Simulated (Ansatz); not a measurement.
## MgMn₂P₂H₄O₁₀, one structure, two calculations

Cell: a computed structure from the Materials Project (it need not be an observed phase), taken as it stands.

```cif
data_structure
_symmetry_space_group_name_H-M 'P 1'
_symmetry_Int_Tables_number 1
_cell_length_a 5.2188
_cell_length_b 5.5625
_cell_length_c 7.9602
_cell_angle_alpha 102.187
_cell_angle_beta 107.457
_cell_angle_gamma 103.514
_cell_volume 204.25
loop_
_atom_site_label
_atom_site_type_symbol
_atom_site_fract_x
_atom_site_fract_y
_atom_site_fract_z
_atom_site_occupancy
Mg1 Mg 0.69351 0.92828 0.90862 1
Mn2 Mn 0.04027 0.49700 0.48220 1
Mn3 Mn 0.03293 0.54074 0.01321 1
H4 H 0.55591 0.46925 0.69495 1
H5 H 0.81469 0.69596 0.66502 1
H6 H 0.43532 0.50091 0.30556 1
H7 H 0.17436 0.22286 0.23382 1
P8 P 0.29881 0.15322 0.79058 1
P9 P 0.72147 0.87373 0.24718 1
O10 O 0.59915 0.26538 0.94828 1
O11 O 0.28366 0.86862 0.69985 1
O12 O 0.44937 0.76419 0.06673 1
O13 O 0.73704 0.13409 0.36528 1
O14 O 0.29456 0.31717 0.65369 1
O15 O 0.05411 0.16042 0.86163 1
O16 O 0.73840 0.67449 0.35856 1
O17 O 0.96122 0.90213 0.16053 1
O18 O 0.22011 0.41698 0.26982 1
O19 O 0.76477 0.62172 0.75662 1
```

Sites (sets of like atoms) are named by element and the number of their first atom in this list.

First run. Computed with Ansatz: DFT, PBE, plane waves and PAW, scalar-relativistic, collinear spin, 420 eV cutoff, Γ-centred 5×5×3 k-points, Fermi–Dirac smearing 0.02 eV. Start moments as typed (μB): 5 on each Mn, none on the rest.

```json
{"site": "Mg", "atom": "1", "V_zz (10²¹ V/m²)": "-1.69", "η": "0.39", "m (μB)": "0.00"}
{"site": "Mn2", "atom": "2", "V_zz (10²¹ V/m²)": "5.75", "η": "0.43", "m (μB)": "4.05"}
{"site": "Mn3", "atom": "3", "V_zz (10²¹ V/m²)": "3.99", "η": "0.74", "m (μB)": "-4.12"}
{"site": "H4", "atom": "4", "V_zz (10²¹ V/m²)": "0.88", "η": "0.37", "m (μB)": "0.00"}
{"site": "H5", "atom": "5", "V_zz (10²¹ V/m²)": "3.79", "η": "0.03", "m (μB)": "0.00"}
{"site": "P8", "atom": "8", "V_zz (10²¹ V/m²)": "-1.06", "η": "0.74", "m (μB)": "0.00"}
{"site": "P9", "atom": "9", "V_zz (10²¹ V/m²)": "-2.27", "η": "0.83", "m (μB)": "0.00"}
{"site": "O10", "atom": "10", "V_zz (10²¹ V/m²)": "9.85", "η": "0.22", "m (μB)": "-0.02"}
{"site": "O12", "atom": "12", "V_zz (10²¹ V/m²)": "8.94", "η": "0.67", "m (μB)": "-0.03"}
{"site": "O13", "atom": "13", "V_zz (10²¹ V/m²)": "9.43", "η": "0.35", "m (μB)": "0.04"}
{"site": "O15", "atom": "15", "V_zz (10²¹ V/m²)": "9.51", "η": "0.41", "m (μB)": "-0.02"}
{"site": "O16", "atom": "16", "V_zz (10²¹ V/m²)": "9.52", "η": "0.56", "m (μB)": "0.03"}
{"site": "O18", "atom": "18", "V_zz (10²¹ V/m²)": "-8.65", "η": "0.96", "m (μB)": "0.00"}
{"site": "O19", "atom": "19", "V_zz (10²¹ V/m²)": "11.32", "η": "0.71", "m (μB)": "-0.01"}
```

Second run. The same atoms and settings, except that the functional is r2SCAN and the cutoff is 500 eV.

(1) Given the first result, estimate the second.

Answers

(1) 

| site | atom | V_zz | η | change of V_zz | m (μB) |
| --- | --- | --- | --- | --- | --- |
| Mg | 1 | -1.70 | 0.38 | -0.01 | 0.00 |
| Mn2 | 2 | 6.13 | 0.42 | +0.38 | 4.14 |
| Mn3 | 3 | 4.16 | 0.79 | +0.17 | -4.20 |
| H4 | 4 | 0.76 | 0.45 | -0.12 | 0.00 |
| H5 | 5 | 3.71 | 0.03 | -0.08 | 0.00 |
| P8 | 8 | -1.13 | 0.79 | -0.07 | 0.00 |
| P9 | 9 | -2.40 | 0.85 | -0.13 | 0.00 |
| O10 | 10 | 10.06 | 0.20 | +0.21 | -0.02 |
| O12 | 12 | 9.16 | 0.63 | +0.22 | -0.02 |
| O13 | 13 | 9.57 | 0.33 | +0.14 | 0.03 |
| O15 | 15 | 9.67 | 0.38 | +0.16 | -0.02 |
| O16 | 16 | 9.65 | 0.54 | +0.13 | 0.03 |
| O18 | 18 | -9.22 | 0.93 | -0.57 | 0.00 |
| O19 | 19 | 11.74 | 0.70 | +0.42 | -0.01 |

The largest change of V_zz is on O18, from -8.65 to -9.22. In per cent, |V_zz| changes by +1 on Mg, +4 to +7 on Mn, -14 to -2 on H, +6 to +7 on P, +1 to +7 on O (all sites that start above 0.5). The table leaves out 5 of the 19 sites, with |V_zz| up to 9.82; their tensors move by 0.27 at most along any direction. The statements above cover all sites.

The moments were started parallel, and the run ended with some of them reversed. The program didn't check the stability of this electronic state in full, so a lower one may lie near. The lattice is static: at room temperature water may turn and average the couplings of its hydrogen. The magnetic order is the one that the run reached from its start moments, not necessarily the measured one.
For the first run: The largest force is 0.4 eV/Å, so the atoms aren't at the calculated equilibrium and relaxing them would move these values.
For the second run: At this cell the r2SCAN pressure is -5 GPa, so with r2SCAN the cell would shrink if it were relaxed. The entry's cell may itself be off. The largest force is 0.5 eV/Å, so the atoms aren't at the calculated equilibrium and relaxing them would move these values.
